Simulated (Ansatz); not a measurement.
MgH₂ (rutile, P4_2/mnm), plane-wave PAW PBE (Ansatz code). The conduction-band minimum lies on the A–Z line, 21 % of the way from A, with 4 equivalent valleys. Second derivatives d²E/dk² of the lowest band at one valley (eV·Å²), along Cartesian directions:

| direction | d²E/dk² |
|---|---|
| [100] | 15.56 |
| [010] | 15.56 |
| [001] | 17.04 |
| [110] | 11.02 |
| [101] | 16.30 |
| [011] | 16.30 |

Problem. Find the principal effective masses, the density-of-states mass and the conductivity mass.

Solution. Off-diagonal terms follow from H_xy = H[110] − (H_xx + H_yy)/2, and m*/mₑ = 7.620 eV·Å² over each eigenvalue: 0.38, 0.45, 0.69. One valley's DOS mass (m₁m₂m₃)^(1/3) = 0.49, conductivity mass 3/(Σ 1/mᵢ) = 0.47 mₑ.

Problem. What effective density of states Nc follows at 300 K for parabolic valleys?

Solution. Nc = 2.509e19 × 4 × (0.49)^(3/2) ≈ 3.4e19 cm⁻³.

Problem. With the computed static dielectric constant 10.4 (mean of the diagonal), estimate a hydrogenic donor's binding energy and radius.

Solution. E = 13.606 eV × 0.47/10.4² ≈ 59 meV; a = 0.529 Å × ε/m* ≈ 12 Å. Semilocal masses tend to be too small where the gap is.

Symmetry was held in the PBE relaxation; phonons on a q-mesh show no instability.

Potentials: the later of the program's two PAW sets.
